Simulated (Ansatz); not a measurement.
## Moving the dispersion correction in Ta4O

The cell as given:

Space group P4/mmm (No. 123). a = 3.257 Å, b = 3.257 Å, c = 7.409 Å, α = 90.00°, β = 90.00°, γ = 90.00°
```tsv
atom	site	symmetry	x	y	z
Ta	1a	4/mmm	0.0000	0.0000	0.0000
Ta	2h	4mm	0.5000	0.5000	0.2168
Ta	1b	4/mmm	0.0000	0.0000	0.5000
O	1d	4/mmm	0.5000	0.5000	0.5000
```

The cell comes from a database or a generator and needn't be the stable form of this composition.

Kept alike: task relaxation of cell and atoms; functional PBEsol; k mesh 8 × 8 × 4; occupations fermi-dirac, width 0.05 eV; no spin polarisation. Program: Ansatz, Ansatz PAW, cutoff 420 eV. The mesh is that of the run's cell of 5 atoms. No spin-orbit coupling.

| dispersion correction | volume (Å³/atom) | first edge of the run's cell (Å) | third edge of the run's cell (Å) |
| --- | --- | --- | --- |
| D3(BJ) | 14.729 | 3.177 | 7.298 |
| D3(BJ)-ATM | 14.807 | 3.183 | 7.306 |
| D4 | 15.030 | 3.202 | 7.330 |
| none | 15.143 | 3.211 | 7.341 |

The relaxations keep at least the cell's symmetry (P4/mmm). For a metal such a mesh leaves the last digits unconverged. Relaxations stop with a little pressure left, so the last digits of a volume or edge aren't settled. Ansatz's relaxations hold a Pulay term in the stress (up to 0.2 GPa here). All rows use potentials made for PBE.

Problem. What does the dispersion correction change here?

Solution. The volume runs from 14.729 (D3(BJ)) to 15.143 Å³/atom (none). Against no correction: D3(BJ) -2.7 %; D3(BJ)-ATM -2.2 %; D4 -0.7 %. Dispersion terms mostly attract and so lower the volume; the schemes' coefficients and damping set how far. The first edge of the run's cell runs from 3.177 (D3(BJ)) to 3.211 Å (none). The third edge of the run's cell runs from 7.298 (D3(BJ)) to 7.341 Å (none).
